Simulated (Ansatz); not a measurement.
MgO in space group P3m1 (No. 156; Pearson symbol hP12), DFT-r²SCAN in the program Ansatz with PAW potentials, all energies at zero smearing, with the estimated change up to a 700 eV cutoff added, with one set of potentials and settings (totals compare only within such a set). Cell of 12 atoms (6 Mg, 6 O): -14988.428 eV.

```csv
element,reference phase,E (eV/atom)
Mg,"P6_3/mmc, 2 atoms in the cell",-1926.4080
O,"C2/m, 4 atoms in the cell, spin-polarised",-566.0346
```

Formation energy per atom, worked out: (-14988.428 − 6×(-1926.4080) − 6×(-566.0346))/12 = -2.814 eV/atom (-272 kJ per mol of atoms), at 0 K, without zero-point energy or fitted corrections.

The first step of the workflow began from a Materials Project structure, measured or hypothetical; the Crystallography Open Database copy checked does not list it. It is not the phase usual at ambient conditions (space group No. 225). The cell was relaxed with r²SCAN under the symmetry of its start; whether a distortion lowers the energy is not shown. The references are the lowest solids computed at this level, not always the standard phases (solids in place of the gases).

Potentials: the earlier of the program's two PAW sets.
